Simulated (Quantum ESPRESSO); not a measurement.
# Planted mistakes on one cell of WHf2F2O6

Calculated results; nothing here was measured. They come from pw.x of Quantum ESPRESSO 7.5, a plane-wave density functional program, with PseudoDojo standard norm-conserving files (v0.5 for PBE, v0.4.1 for LDA and PBEsol). The cells are made up: elements, strain and atom displacements were drawn at random, and nothing was relaxed. There is no spin polarisation, spin-orbit coupling or dispersion term.

The hafnium file is less sure than the others, with forces about 3 percent (worst 6) and pressure in oxides about 1.5 GPa (worst 2.7) from a second method in checks, which no rerun with the same files tests.

The cell has 12 sites of a rutile lattice (two cells along c). Sites 1 to 4 hold W Hf empty Hf; sites 5 to 12 hold F O O O O O O F. Cell vectors in Å: (4.870, -0.006, -0.083); (-0.006, 4.914, 0.000); (-0.111, 0.000, 6.385). Settings: PBE, cutoff 1143 eV, 5 x 5 x 4 k mesh shifted by half a step, Fermi-Dirac smearing of 0.025 eV.

The intended run has a self-consistency threshold of 1e-07 eV, a smearing term of 0.000 eV, a pressure of -14.41 GPa and 19 iterations. Each further run changes one thing: all lengths scaled by 0.9837; atoms of sites 6 and 12 exchanged; cutoff 768 eV; files of PBEsol; k mesh 2 x 2 x 2; one electron removed; smearing 0.83 eV; threshold 0.3 eV. A coarse mesh keeps the shift, and a charged cell sits in a uniform background.

```
run  change of free energy (eV)  smearing term -TS (eV)  change of P (GPa)  largest change of a force component (eV/Å)  iterations
  A                       2.096                   0.000             -14.24                                       0.016          17
  B                       1.419                   0.000               0.61                                       5.887          20
  C                      16.329                   0.000              -5.34                                       0.212          18
  D                      -0.511                   0.000               6.79                                       0.408          19
  E                      -0.028                   0.000              -0.03                                       0.071          19
  F                       0.216                   0.000              -5.16                                       0.460           7
  G                      -6.594                  -0.022             -13.19                                       1.716          20
  H                      -3.785                  -8.229               6.50                                       2.478          18
```

A rerun of the intended cell at 1437 eV and k mesh 7 x 7 x 6 moved values by no more than 0.005 eV in the cell's energy, 0.02 GPa in stress and 0.004 eV/Å in force.

Question: which change belongs to which run?

## Worked reading

Run F has the fewest iterations, as a run stopped early does. Run H has the largest smearing term, as wide smearing gives. Run A has a higher energy and the largest fall in pressure, as too small a basis gives. Run D changes the volume by a factor of 0.9519; minus its pressure change over the logarithm of that factor, 138 GPa, is a rough bulk modulus with clamped atoms. Energies from files of another functional, or of a charged cell, have another zero and say nothing on stability; the pressure of a charged cell rests on the program's zero of potential too.

## Key

| run | change |
| --- | --- |
| A | cutoff 768 eV |
| B | atoms of sites 6 and 12 exchanged |
| C | files of PBEsol |
| D | all lengths scaled by 0.9837 |
| E | k mesh 2 x 2 x 2 |
| F | threshold 0.3 eV |
| G | one electron removed |
| H | smearing 0.83 eV |